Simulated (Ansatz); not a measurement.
# Data sheet: MoS2 (DFT)

MoS2:
```xyz
3
Lattice="1.5880 0.9169 6.2239 -1.5880 0.9169 6.2239 0.0000 -1.8337 6.2239" Properties=species:S:1:pos:R:3 pbc="T T T"
Mo     0.0000     0.0000     0.0000
S      0.0000     0.0000    13.9995
S      0.0000     0.0000    10.8953
```

Space group R3m (No. 160); conventional cell a = b = 3.1761 Å, c = 18.6716 Å, α = β = 90.00°, γ = 120.00°.

Method: the program Ansatz at the r²SCAN+D4 level (PAW). The cell and atoms are relaxed at this level. Other levels are named where they apply.

**Cell and energy**

- Volume per atom = 18.12 Å³
- Density = 4.89 g/cm³
- Formation energy from the elements (no fitted shifts) = -999 meV/atom

**Electronic structure**

* **Band gap**: 1.03 eV (indirect)
* **Valence-band maximum**: at T
* **Conduction-band minimum**: off the standard path, at k = (0.130, 0.464, -0.201) in fractions of the reciprocal vectors
* **Smallest direct gap on the standard path**: 1.79 eV
* **Hole effective mass**: 0.71, 0.71, 0.84 mₑ (principal values)
* **HSE06 gap on the r²SCAN+D4 cell**: 1.42 eV
* **Gap with spin–orbit coupling**: 1.02 eV

**Mechanics**

Bulk modulus (Birch–Murnaghan fit): 34.9 GPa
Pressure derivative B′: 13.3

**Charges**

- Bader charges = Mo +1.31, S -0.66 e

Symmetry was held in the r²SCAN+D4 relaxation. The run is not spin-polarised. The references are the lowest solids computed at this level, not always the standard phases. Spin–orbit coupling is left out wherever it is not named.

Potentials: the later of the program's two PAW sets.
